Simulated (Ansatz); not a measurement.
Input file for Ansatz (an electronic-structure program):

Ansatz 0.2 input:
```yaml
crystal:
  lattice:
    - [0.0, 3.9579144216, 4.3507869664]
    - [2.332297894, 0.0, 4.3507869664]
    - [2.332297894, 3.9579144216, 0.0]
  atoms:
    - { symbol: Al, position: [0.0788579787, 0.4211420213, 0.0788579787] }
    - { symbol: Al, position: [0.4211420213, 0.0788579787, 0.4211420213] }
    - { symbol: Al, position: [0.1711420213, 0.8288579787, 0.1711420213] }
    - { symbol: Al, position: [0.8288579787, 0.1711420213, 0.8288579787] }
    - { symbol: Ru, position: [0.75, 0.75, 0.75] }
    - { symbol: Ru, position: [0.5, 0.5, 0.5] }
kpoints:
  mp_grid: { grid: [6, 6, 6] }
hamiltonian:
  xc: lda
  pseudopotentials: { kind: paw }
scf:
  occupations: { method: fixed }
phonons:
  method: dfpt
  response_accuracy: low
  qmesh: [3, 3, 3]
  interpolated_qmesh: [15, 15, 15]
  dielectric: false
  rigid_motions: translations
  temperatures: { t_max: 1000, t_step: 50 }
  qpath:
    path:
      - [[0.0, 0.0, 0.0], [0.5, 0.0, 0.5], [1.0, 0.5, 0.5], [0.5, 0.5, 0.0], [0.0, 0.0, 0.0], [0.0, 0.4086521051, 0.4086521051]]  # Γ-Y-T-Z-Γ-Σ_0
      - [[1.0, 0.5913478949, 0.5913478949], [1.0, 0.5, 0.5]]  # U_0-T
      - [[0.5, 0.0, 0.5], [0.5, 0.2350299089, 0.7350299089]]  # Y-C_0
      - [[0.5, 0.7649700911, 0.2649700911], [0.5, 0.5, 0.0]]  # A_0-Z
      - [[0.0, 0.0, 0.0], [0.5, 0.5, 0.5]]  # Γ-L
    npoints: 9
```

Output (shortened):

```
WARN phonons: nothing shows that this cell's Born effective charges vanish (its symmetry is asked only of a neutral cell with symmetry detection on), so it may …
Pseudopotential: Al, paw, valence charge 3
Pseudopotential: Ru, paw, valence charge 16
Functional definition: SPW92
Crystal: 6 atoms, lattice volume = 80.325 Å³
Basis set: ecut = 420 eV, 1597 PW (Γ), exchange–correlation on 80×80×80 points (8 copies of the dense FFT grid, shifted against one another)
Bands: 28, of which v1, the nominal top of the filled ones, is band 22 counted from 1 (21 counted from 0)
Symmetry: 8 space group operations
k-points: 46 of 216
SCF iter   1: F=—  HF=-13572.339999 eV  |F-HF|=—  |Δ(HF+E_count)|=         —  Δρ=6.36e-3  dr2=2.62e-2  ethr=1.77e-3  ⟨swp⟩=4.2  Hψ=4834  notcnv=0  defer=165
preconditioner: auto → none
SCF iter   2: F=—  HF=-13572.344654 eV  |F-HF|=—  |Δ(HF+E_count)|=   4.65e-3  Δρ=6.63e-3  dr2=5.65e-2  ethr=5.96e-5  ⟨swp⟩=2.3  Hψ=2484  notcnv=0  defer=184
WARN: iter 2: σ=0 fill of 22 bands saw a band overlap (occupied 14.3847 eV > unoccupied 14.3742 eV) — on an unconverged iterate often a transient of an (band_overlap_at_count)
SCF iter   3: F=—  HF=-13572.336397 eV  |F-HF|=—  |Δ(HF+E_count)|=   8.26e-3  Δρ=2.56e-3  dr2=4.77e-3  ethr=5.96e-5  ⟨swp⟩=2.2  Hψ=1964  notcnv=0  defer=184
SCF iter   4: F=—  HF=-13572.335705 eV  |F-HF|=—  |Δ(HF+E_count)|=   6.93e-4  Δρ=4.67e-4  dr2=1.05e-4  ethr=1.08e-5  ⟨swp⟩=2.1  Hψ=1669  notcnv=0  defer=184
SCF iter   5: F=—  HF=-13572.335698 eV  |F-HF|=—  |Δ(HF+E_count)|=   6.35e-6  Δρ=6.38e-5  dr2=1.40e-6  ethr=2.40e-7  ⟨swp⟩=2.3  Hψ=2004  notcnv=0  defer=86
SCF iter   6: F=—  HF=-13572.335696 eV  |F-HF|=—  |Δ(HF+E_count)|=   1.82e-6  Δρ=6.91e-6  dr2=1.48e-8  ethr=3.19e-9  ⟨swp⟩=2.4  Hψ=1805  notcnv=0  defer=72
SCF iter   7: F=—  HF=-13572.335696 eV  |F-HF|=—  |Δ(HF+E_count)|=   4.66e-9  Δρ=7.79e-7  dr2=3.53e-10  ethr=3.36e-11  ⟨swp⟩=2.2  Hψ=1895  notcnv=0  defer=72
SCF iter   8: F=-13572.335696 eV  HF=-13572.335696 eV  |F-HF|=1.82e-12  |Δ(HF+E_count)|=  3.09e-11  Δρ=1.13e-7  dr2=4.89e-12  ethr=1.00e-12  ⟨swp⟩=9.6  Hψ=8209  notcnv=0
SCF 1 converged in 8 iterations: F = -13572.335696 eV  dr2 = 4.89e-12
NSCF: frozen V_eff on 46 k-points
NSCF: frozen V_eff on 68 k-points
DFPT response loops at q = (0, 0, 0) (fractional): preconditioner auto → Resta (q_TF=auto, 2.468 Å⁻¹)  ε∞=28.6 (no band partly filled) …
NSCF: frozen V_eff on 432 k-points
DFPT response loops at q = (0, 0, 0.3333333333333333) (fractional): mixed as the last ones told, above
NSCF: frozen V_eff on 252 k-points
DFPT response loops at q = (0, 0.3333333333333333, 0.3333333333333333) (fractional): mixed as the last ones told, above
NSCF: frozen V_eff on 432 k-points
DFPT response loops at q = (0, 0.3333333333333333, -0.33333333333333337) (fractional): mixed as the last ones told, above
NSCF: frozen V_eff on 228 k-points
DFPT response loops at q = (0.3333333333333333, 0, 0.3333333333333333) (fractional): mixed as the last ones told, above
NSCF: frozen V_eff on 252 k-points
DFPT response loops at q = (0.3333333333333333, 0, -0.33333333333333337) (fractional): mixed as the last ones told, above
NSCF: frozen V_eff on 252 k-points
DFPT response loops at q = (0.3333333333333333, 0.3333333333333333, 0) (fractional): mixed as the last ones told, above
NSCF: frozen V_eff on 432 k-points
DFPT response loops at q = (0.3333333333333333, 0.3333333333333333, -0.33333333333333337) (fractional): mixed as the last ones told, above
SCF converged after 8 iterations
Free energy (F): -13572.335696 eV
Harris-Foulkes:  -13572.335696 eV  (|F-HF|=1.82e-12)
Internal energy: -13572.335696 eV  (E = F + TS)
E sigma→0 (E₀):  -13572.335696 eV
Fermi energy:    14.381705 eV
--- Per-component energies (eV) ---
  E_band       = -279.868974
  E_kinetic    = 1137.527795
  E_local      = -4171.373851  (includes V_loc(G=0)·N_el)
  E_nonlocal   = 742.840525
  E_hartree    = 1541.700948
  E_xc         = -543.378346
  E_vxc        = -603.877822  (∫ρ·V_xc dr)
  E_paw        = -8458.394272  (= ΣΔE_a)
  E_vpaw       = -468.387069  (= ΣTr[D̂ρ^β])
  E_aug_tail   = -0.000466  (compensation charges beyond the density's cutoff)
  E_ewald      = -3822.624266
  E_core_change = 1.366236  (= ΣΔE_core)
  E_smearing   =  0.000000  (= −TS)
  E_closure    =  0.000000  (closes the sum)
  Σ components = -13572.335696   (vs F -13572.335696, Δ=0.00e0)
  [band-id]    e_kinetic+e_local+e_nonlocal+2·e_hartree+e_vxc+e_vpaw+e_augmentation_tail = -279.868992   (vs E_band -279.868974, Δ=-1.79e-5)
--- Band table (eV; the first three rows and the last of 46) ---
  k-point 0: bands = ["-58.0812", "-58.0667", "-28.2872", "-28.2011", "-28.1918", "-28.1476", "-28.1348", "-28.1258", "3.1704", "8.0007", "9.5985", "9.6584", "10.1394", "10.6175", "10.8187", "10.8221", "10.9933", "11.3834", "12.3176", "13.0911", "13.1323", …
  k-point 1: bands = ["-58.0805", "-58.0674", "-28.2842", "-28.2107", "-28.1860", "-28.1477", "-28.1350", "-28.1260", "3.5037", "7.9995", "8.8388", "9.4741", "9.8628", "10.7858", "10.8332", "11.1787", "11.2899", "11.7512", "12.1674", "12.8670", "13.0701", …
  k-point 2: bands = ["-58.0787", "-58.0691", "-28.2773", "-28.2237", "-28.1829", "-28.1464", "-28.1357", "-28.1265", "4.4586", "7.4797", "7.8933", "9.5197", "10.0181", "10.1496", "10.5855", "11.2826", "11.6141", "11.9471", "12.0999", "12.3888", "12.8809", …
  k-point 45: bands = ["-58.0739", "-58.0739", "-28.2412", "-28.2412", "-28.1827", "-28.1827", "-28.1222", "-28.1222", "5.1348", "5.1348", "9.0620", "9.0620", "10.5285", "10.5285", "10.7621", "10.7621", "11.9752", "11.9752", "12.7360", "12.7360", "13.0154", …
--- Phonons (Γ-DFPT): 6 representative perturbations + reference (Σ response iterations 18) ---
  ASR residual: 3.197e-4 → 0.000e0 eV/Å²; symmetrization residual: 7.888e-5 eV/Å²
  ASR residual per site (eV/Å²): 1.02e-4 1.02e-4 1.02e-4 1.02e-4 3.20e-4 3.20e-4
  Γ frequencies (cm⁻¹): 0.00 0.00 0.00 134.90 182.59 211.10 228.45 245.00 247.21 248.46 270.68 302.11 350.84 356.54 386.02 396.66 418.05 475.19
  non-analytic LO–TO correction: not included (Born effective charges unavailable; polar crystals …
--- Phonons (arbitrary-q DFPT): 8 irreducible q on the 3×3×3 mesh ---
  q = [0.0000, 0.0000, 0.0000] (star 1, of the zone-centre solve; hermiticity 9.45e-6, symmetrization 2.14e-14):  0.00  0.00  0.00 134.90 182.59 211.10 228.45 245.00 247.21 248.46 270.68 302.11 350.84 356.54 386.02 396.66 418.05 475.19
  q = [0.0000, 0.0000, 0.3333] (star 8, 9 solved perturbations on 216 of 216 k-point pairs: no pair is spared here; hermiticity 7.63e-6, symmetrization 1.41e-14): 122.08 122.78 171.77 178.59 191.88 207.86 218.57 221.10 249.55 261.83 301.78 334.41 340.79 …
  q = [0.0000, 0.3333, 0.3333] (star 2, 6 solved perturbations in 603 linear systems a pass and spin channel, the states on 126 of 216 k-point pairs; hermiticity 4.79e-6, symmetrization 7.27e-11): 143.44 148.28 165.02 174.86 193.13 209.47 220.20 245.32 270.94 …
  q = [0.0000, 0.3333, -0.3333] (star 4, 6 solved perturbations in 1026 linear systems a pass and spin channel, the states on 216 of 216 k-point pairs; hermiticity 5.32e-6, symmetrization 1.36e-6): 138.77 145.44 172.59 190.67 197.97 207.55 222.23 228.26 …
  q = [0.3333, 0.0000, 0.3333] (star 2, 6 solved perturbations in 567 linear systems a pass and spin channel, the states on 114 of 216 k-point pairs; hermiticity 7.66e-6, symmetrization 3.04e-8): 92.00 104.64 142.49 166.80 176.42 214.36 224.85 234.53 258.86 …
  q = [0.3333, 0.0000, -0.3333] (star 4, 9 solved perturbations on 126 of 216 k-point pairs; hermiticity 1.08e-5, symmetrization 9.66e-6): 149.95 156.28 170.59 178.64 183.70 191.34 213.75 241.27 248.75 249.24 308.56 319.09 329.49 342.63 388.42 403.58 430.17 468.06
  q = [0.3333, 0.3333, 0.0000] (star 2, 6 solved perturbations in 603 linear systems a pass and spin channel, the states on 126 of 216 k-point pairs; hermiticity 7.77e-6, symmetrization 1.72e-6): 83.63 102.62 171.31 175.70 183.40 213.33 232.57 238.01 245.03 …
  q = [0.3333, 0.3333, -0.3333] (star 4, 6 solved perturbations in 1026 linear systems a pass and spin channel, the states on 216 of 216 k-point pairs; hermiticity 1.84e-5, symmetrization 1.49e-5): 145.11 162.32 162.69 180.79 203.82 211.28 215.37 229.86 …
  sum rule: each row above includes the acoustic sum rule's correction from the zone centre's row sums; it moved no ω² by more than (1.01 cm⁻¹)²
  mesh force constants: q→R imaginary residual 1.28e-16; ASR residual 3.197e-4 → 0.000e0 eV/Å²; symmetrization residual 3.553e-15 eV/Å²
  interpolated dispersion: 86 rows × 18 modes
  density of states and harmonic sums: on the 15×15×15 q-mesh, interpolated from the force constants of a 3×3×3 supercell (no non-analytic term)
  largest difference from the sums on the solved wave vectors: F 2.57e-2 eV, S 3.52e-5 and C_V 9.50e-6 eV/K
  zero-point energy: 0.306759 eV/cell   skipped modes (ω ≤ 0): 3   left out of the sums: 4.94e-5 of the cell's modes …
```

Cost: around 27 core-minutes (rough) on shared cores.

Space group Fddd. The first step of the workflow began from a Materials Project structure, measured or hypothetical; the Crystallography Open Database copy checked does not list it. With Al and Ru taken as one species the cell has the higher symmetry Fddd, so it may be an ordered model of a mixed-site phase. Its standing as an ambient phase is unchecked. The cell was relaxed with LDA under the symmetry of its start. No spin polarisation was allowed. Spin–orbit coupling is left out wherever it is not named.

Potentials: the later of the program's two PAW sets.

Ansatz is a plane-wave DFT program.
